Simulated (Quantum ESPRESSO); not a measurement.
# Planted mistakes on one cell of Ti2NbO5F3

The results below are calculated, not measured. They come from pw.x of Quantum ESPRESSO 7.5, a plane-wave density functional program, with PseudoDojo standard norm-conserving files (v0.5 for PBE, v0.4.1 for LDA and PBEsol). The cells are made up: elements, strain and atom displacements were drawn at random, and nothing was relaxed. There is no spin polarisation, spin-orbit coupling or dispersion term.

The cell has 12 sites of a fluorite lattice. Sites 1 to 4 hold Ti Nb empty Ti; sites 5 to 12 hold O O F O F O O F. Cell vectors in Å: (4.796, -0.010, 0.060); (-0.010, 4.845, 0.005); (0.060, 0.005, 4.929). Settings: PBE, cutoff 1143 eV, 5 x 5 x 5 k mesh shifted by half a step, Fermi-Dirac smearing of 0.025 eV.

The intended run has a self-consistency threshold of 1e-07 eV, a smearing term of 0.000 eV, a pressure of -2.10 GPa and 20 iterations. Each further run changes one thing: all lengths scaled by 1.0163; atoms of sites 11 and 12 exchanged; cutoff 590 eV; files of LDA; k mesh 2 x 2 x 2; one electron added; smearing 0.47 eV; threshold 0.6 eV. A coarse mesh keeps the shift, and a charged cell sits in a uniform background.

```
run  change of free energy (eV)  smearing term -TS (eV)  change of P (GPa)  largest change of a force component (eV/Å)  iterations
  A                       0.299                   0.000               1.42                                       0.190          10
  B                       0.670                   0.000               1.08                                       3.924          24
  C                      20.536                   0.000            -110.76                                       0.582          21
  D                       0.234                   0.000              -8.67                                       0.322          25
  E                       8.296                   0.000             -13.06                                       0.225          24
  F                      11.048                  -0.027              25.05                                       0.401          25
  G                      -0.690                  -1.992               2.37                                       0.763          20
  H                      -0.223                   0.000              -0.56                                       0.147          23
```

A rerun of the intended cell at 1467 eV and k mesh 7 x 7 x 7 moved values by no more than 0.004 eV in the cell's energy, 0.05 GPa in stress and 0.003 eV/Å in force.

Question: which change belongs to which run?

## Worked reading

Run A has the fewest iterations, as a run stopped early does. Run G has the largest smearing term, as wide smearing gives. Run C has a higher energy and the largest fall in pressure, as too small a basis gives. Run D changes the volume by a factor of 1.0497; minus its pressure change over the logarithm of that factor, 179 GPa, is a rough bulk modulus with clamped atoms. Energies from files of another functional, or of a charged cell, have another zero and say nothing on stability; the pressure of a charged cell rests on the program's zero of potential too.

## Key

| run | change |
| --- | --- |
| A | threshold 0.6 eV |
| B | atoms of sites 11 and 12 exchanged |
| C | cutoff 590 eV |
| D | all lengths scaled by 1.0163 |
| E | files of LDA |
| F | one electron added |
| G | smearing 0.47 eV |
| H | k mesh 2 x 2 x 2 |